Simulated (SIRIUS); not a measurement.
Input and output of a self-consistent single point for a model cell of Mn (Fd-3m, 2 atoms in the cell; prototype structure) (SIRIUS).

All values come from this method and carry its errors: PBE, GBRV PBE ultrasoft pseudopotentials (plane waves; SIRIUS).

```yaml
crystal:
  lattice:
    - [0.00000, 2.59808, 2.59808]
    - [2.59808, 0.00000, 2.59808]
    - [2.59808, 2.59808, 0.00000]
  atoms:
    - { symbol: Mn, position: [0.75000, 0.75000, 0.75000], spin: 4.0 }
    - { symbol: Mn, position: [0.50000, 0.50000, 0.50000], spin: 4.0 }
```
(The spins are starting values, not results.)

Reference input (self-consistent single point, DFT, PBE, plane waves, GBRV PBE ultrasoft pseudopotentials): parameters.ngridk = 9 9 9; parameters.xc_functionals = [XC_GGA_X_PBE, XC_GGA_C_PBE]; parameters.gk_cutoff = 6.325 1/bohr; parameters.pw_cutoff = 14.143 1/bohr; parameters.shiftk = 1 1 1; parameters.smearing = fermi_dirac; parameters.smearing_width = 0.00183747 Ha; potentials = GBRV PBE ultrasoft pseudopotentials; parameters.electronic_structure_method = pseudopotential; parameters.num_bands = 23; parameters.num_mag_dims = 1; parameters.num_dft_iter = 100. This run's input differs from it in these lines:

```diff
@@ -15,3 +15,3 @@
     "gk_cutoff": 6.325,
-    "pw_cutoff": 14.143,
+    "pw_cutoff": 20.0,
     "ngridk": [9, 9, 9],
```

The program printed (abridged):

```
[find] density tolerance         : 1e-06
[find] total energy tolerance    : 1e-07
[find] iter_solver_tol (initial) : 0.01
[find] iter_solver_tol (target)  : 1e-13
[find] num_dft_iter              : 100
Charges and magnetic moments
--------------------------------------------------------------------------------
atom                moment                |moment|
--------------------------------------------------------------------------------
   0 [  0.00000,   0.00000,   3.99141]    3.991414
   1 [  0.00000,   0.00000,   3.99141]    3.991414

total charge          : 30.000000
   [... lines left out ...]
[find] total moment          : [  0.00000,   0.00000,  -0.00001], magnitude : 0.000011
[find] Energy
[find] smearing (-TS)                 :      -0.00049540
[find] Total energy                   :    -211.09497058 (Ha),    -422.18994115 (Ry)
[find] Free energy (E-TS)             :    -211.09546598 (Ha),    -422.19093196 (Ry)
[find] band gap (eV)                  :       0.00000000
[find] Efermi                         :       0.38795889
[find] iteration : 27, RMS (target) : 3.5712e-07 (1.0000e-06) , energy difference (target) : 1.4768e-09 (1.0000e-07)
[find] bands are converged : true
[find] iterative solver converged : false
[find] converged after 28 SCF iterations!
[find] Charges and magnetic moments
[find] atom                moment                |moment|
[find]    0 [  0.00000,   0.00000,   0.00000]    0.000001
[find]    1 [  0.00000,   0.00000,   0.00000]    0.000001
[find] total charge          : 30.000000
[find] total moment          : [  0.00000,   0.00000,  -0.00001], magnitude : 0.000011
[find] Energy
[find] smearing (-TS)                 :      -0.00049540
[find] Total energy                   :    -211.09497058 (Ha),    -422.18994115 (Ry)
[find] Free energy (E-TS)             :    -211.09546598 (Ha),    -422.19093196 (Ry)
[find] band gap (eV)                  :       0.00000000
[find] Efermi                         :       0.38795889
[ground_state] === stress tensor components [kbar] ===
[ground_state] === stress_total ===
[ground_state]   156.148873   -0.000000   -0.000000
[ground_state]    -0.000000  156.148873    0.000000
[ground_state]    -0.000000    0.000000  156.148873
[ground_state] ==== total Forces in Ha/bohr =====
[ground_state] atom:    0, force:       0.0000000      0.0000000     -0.0000000
[ground_state] atom:    1, force:       0.0000000      0.0000000      0.0000000
```

The run converged in 28 iterations. SIRIUS prints the stress tensor with tension positive. Against the reference run the free energy is nearly the same (within 1 meV/atom) and the pressure goes from -15.42 to -15.61 GPa.

The starting geometry comes from a prototype or from typed values, not from a relaxation at this level; it need not be a known phase. The run is spin-polarised and ends with a net moment of 0.00 μB in the cell. This run is one point of a test of settings, so its values need not be converged; read them against the reference run alone. All moments were started parallel; another magnetic order can lie lower.

Cost on one core: around 120 core-seconds (rough).

The gap that the log prints is read on the run's mesh, which can miss the band edges or a crossing.
